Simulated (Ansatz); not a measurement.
Sn, DFT, LDA, all-electron PAW with datasets made for the crystal, scalar-relativistic (Ansatz 0.2.0), run on 1 thread of Arm Neoverse V1 on a shared host.

The cell is COD entry 9008568, as deposited and not checked against the literature; nothing was relaxed. The listed cell was then made from it by scaling, straining or moving an atom.

Command: `ansatz run input.yaml --threads 1 --pin off --max-ram 3072MiB --backend cpu --events-out ev --progress --plain --runs-dir out`

```yaml
crystal:
  lattice:
    - [0.0, 3.2347450694, 3.2347450694]
    - [3.2347450694, 0.0, 3.2347450694]
    - [3.2347450694, 3.2347450694, 0.0]
  atoms:
    - { symbol: Sn, position: [0.5, 0.5, 0.5] }
    - { symbol: Sn, position: [0.75, 0.75, 0.75] }
kpoints:
  mp_grid: { grid: [9, 9, 9] }
scf:
  occupations: { method: fermi_dirac, width: 0.03 }
hamiltonian:
  xc: lda
  pseudopotentials: { kind: all_electron, datasets: crystal }
output:
  forces: true
  stress: true
  eigenvalues: true
  efg: { contact_densities: true }
```

(1) How large is the problem that the program sets up?

(2) Estimate the wall time and the peak memory.

(3) And the same cell and mesh by frozen-core PAW, asked for forces, stress, eigenvalues, efg, on the same hardware?

## Answers

(1) 35 irreducible k-points, 537 plane waves at Γ, 19 bands.

(2) 5.6 s of wall time for 7 SCF iterations, with a peak of 0.34 GiB. Times on shared machines scatter by tens of per cent.

(3) 3.5 s, peak memory 0.35 GiB.
